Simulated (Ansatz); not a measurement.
# WS₂: energy along a strain

WS₂, P6_3/mmc, a = 3.154 Å, c = 12.140 Å. Ansatz: PBE+D3(BJ), PAW, 420 eV, Γ-centred 12×12×4 mesh on 6 atoms, Gaussian smearing 0.05 eV; no spin polarisation. Cell vectors (Å): 3.154 0.000 0.000; -1.577 2.732 0.000; 0.000 0.000 12.140. The cell is strained by x per cent times the pattern (1 1 0 0 0 0) in the order xx yy zz yz xz xy (engineering shears), with fractional coordinates held. y is the free energy over the start, V0 = 17.433 Å³/atom.

| x (%) | y (meV/atom) |
| --- | --- |
| -6.00 | 173.94 |
| -4.50 | ? |
| -3.00 | 40.16 |
| -1.50 | 9.64 |
| 0.00 | 0.00 |
| 1.50 | 9.02 |
| 3.00 | 34.70 |
| 4.50 | 75.19 |
| 5.25 | 100.47 |
| 6.00 | 128.84 |

**Question.** Fit y = c2 x² + c3 x³ to the other rows, get the stiffness along the pattern, and predict the missing energy.

**Answer.** Least squares on the rows shown. y = 4.1991 x² − 0.10479 x³. The clamped-ion stiffness p·C·p = 2 × 41.99 eV × 160.2 / 17.433 Å³ = 772 GPa. At x = -4.50 the fit asked for gives 94.58 meV/atom. The run gave 94.03 meV/atom, so the fit is 0.55 meV/atom too high, 0.32 % of the span of the series, against an rms of 0.26 meV/atom on the fitted rows. With a term in x⁴ added, a fit to the same known rows predicts 94.15 meV/atom, so most of the miss is curvature that the known rows already hold.

Spin–orbit coupling is left out, which can shift energies with elements as heavy as these.

Cost: 10 runs of about 2.4 core-minutes in all, on Intel Xeon Platinum 8259CL (Skylake/Cascade Lake) (shared hosts).